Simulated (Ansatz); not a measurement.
MgO (rock salt) is sheared across one {100} plane: the third cell vector gains the shift, so faults repeat every 6.3 Å. The cut lies between planes 2.10 Å apart; the cell height is held.

```xyz
6
Lattice="2.9752 0.0000 0.0000 0.0000 2.9752 0.0000 1.4876 1.4876 6.3114" Properties=species:S:1:pos:R:3 pbc="T T T"
O      1.2397     1.2397     5.2595
O      1.2397     1.2397     1.0519
O      2.7273     2.7273     3.1557
Mg     2.7273     2.7273     5.2595
Mg     2.7273     2.7273     1.0519
Mg     1.2397     1.2397     3.1557
```

In-plane vectors a = (2.975, 0.000) Å, b = (0.000, 2.975) Å, area 8.85 Å². The shift is s times the vector a (length 2.975 Å), so s = 1 restores the start. The shift is rigid: no atom relaxes. γ = [E(shift) − E(0)] / area.

The numbers are results of r2SCAN (plane waves to 500 eV, PAW, scalar-relativistic; Ansatz, a first-principles code), not measurements. k mesh 10×10×10 (Γ-centred), Fermi-Dirac smearing 0.05 eV. E is the zero-smearing estimate. Faults lie only 6.3 Å apart, and holding the cell height and the atoms raises γ above its relaxed value. MgO was relaxed with its symmetry unable to fall. The PAW data are Ansatz's earlier set. γ is measured from zero shift.

| s | γ (mJ/m²) |
|---|---|
| 0.000 | 0 |
| 0.083 | 209 |
| 0.167 | 798 |
| 0.250 | withheld |
| 0.333 | 2536 |
| 0.417 | 3223 |
| 0.500 | 3482 |
| 0.583 | 3223 |
| 0.667 | 2536 |
| 0.750 | withheld |
| 0.833 | 798 |
| 0.917 | 209 |

Fit a Fourier form (three harmonics of 1 − cos and sin) to the given rows and predict γ at s = 0.250.

Least squares on the 10 given rows: γ = (1740.0)·[1 − cos(2πs)] + (-49.3)·[1 − cos(4πs)], in mJ/m²; root-mean-square residual 1.1 mJ/m². At 0.250 the fit gives 1641 mJ/m²; the calculation gives 1643 mJ/m², so the interpolation is off by -2 (-0.1 %). 

(The slope of γ gives the shear force per area between the displaced halves; near zero shift its curvature is an elastic stiffness.)
